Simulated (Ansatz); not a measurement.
Values for one crystal, relaxed and computed with LDA (plane waves, PAW; program Ansatz); other levels are named.

* **Volume per atom**: 10.89 Å³
* **Electronic character**: metallic (no gap)
* **Density of states at the Fermi level**: 0.30 states/eV per atom (mean over ±0.08 eV)
* **Bulk modulus (Birch–Murnaghan fit)**: 187 GPa
* **Zone-centre stability**: no imaginary mode at Γ
* **Mechanical stability**: stable (all eigenvalues of C positive)
* **Debye temperature from the elastic constants**: 376 K

Which compound is it?
A) Cu, dhcp (α-La type)
B) Re, hcp (Mg type)
C) La, dhcp (α-La type)
D) Al, dhcp (α-La type)

A, Cu, dhcp (α-La type)

Space group P6_3/mmc (dhcp (α-La type)). The workflow started from a Materials Project entry (that database holds measured and hypothetical structures alike); the Crystallography Open Database copy checked does not list it. It is not the phase usual at ambient conditions (space group No. 225). The cell was relaxed with LDA under the symmetry of its start. The run is not spin-polarised. As this level gives no gap, shear constants depend on the k-mesh and smearing (Fermi–Dirac, 0.1 eV here). On the denser mesh and wider smearing of the elastic run this cell carries a stress of 0.4 GPa.

Potentials: the earlier of the program's two PAW sets. The files were generated under PBE; for other functionals the program regenerates the frozen cores, and for LDA and PBEsol the local potential too.
